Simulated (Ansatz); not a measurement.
Cu Kα1 powder pattern (kinematic, no thermal factors).
| 2θ (°) | relative intensity |
| --- | --- |
| 13.84 | 3 |
| 15.20 | 8 |
| 20.61 | 8 |
| 26.48 | 92 |
| 27.89 | 58 |
| 30.00 | 100 |
| 30.67 | 2 |
| 31.91 | 3 |
| 33.79 | 2 |
| 38.84 | 37 |
| 40.96 | 1 |
| 41.93 | 1 |
| 43.44 | 2 |
| 45.27 | 1 |
| 46.75 | 72 |
| 50.28 | 2 |
| 50.67 | 75 |
| 54.53 | 11 |
| 55.31 | 49 |
| 56.55 | 17 |
| 57.62 | 2 |
| 62.35 | 9 |
| 64.49 | 2 |
| 71.40 | 26 |
| 74.61 | 9 |
| 76.33 | 13 |
| 77.25 | 4 |
| 80.25 | 18 |
| 81.41 | 8 |
| 86.82 | 12 |
| 89.76 | 29 |

The pattern is computed from a structure relaxed with Ansatz, DFT PBE, scalar-relativistic, plane waves, PAW. No spin polarisation. Its elements are Al, Ga, P.

**Question.** Give the structure.

**Answer.** AlGa$_{5}$P$_{6}$.
Space group P31m (No. 157). a = 6.726 Å, b = 6.726 Å, c = 6.394 Å, α = 90.00°, β = 90.00°, γ = 120.00°
```tsv
atom	site	symmetry	x	y	z
Al	1a	3.m	0.0000	0.0000	0.4992
Ga	2b	3..	0.3333	0.6667	0.5000
Ga	3c	..m	0.0000	0.6666	0.0001
P	2b	3..	0.3333	0.6667	0.8743
P	1a	3.m	0.0000	0.0000	0.8730
P	3c	..m	0.0000	0.6670	0.3743
```

A pattern alone doesn't exclude other cells with like lines; this is the one computed.

It was reached by relaxing an invented guess, and it needn't be the stable form of this composition.
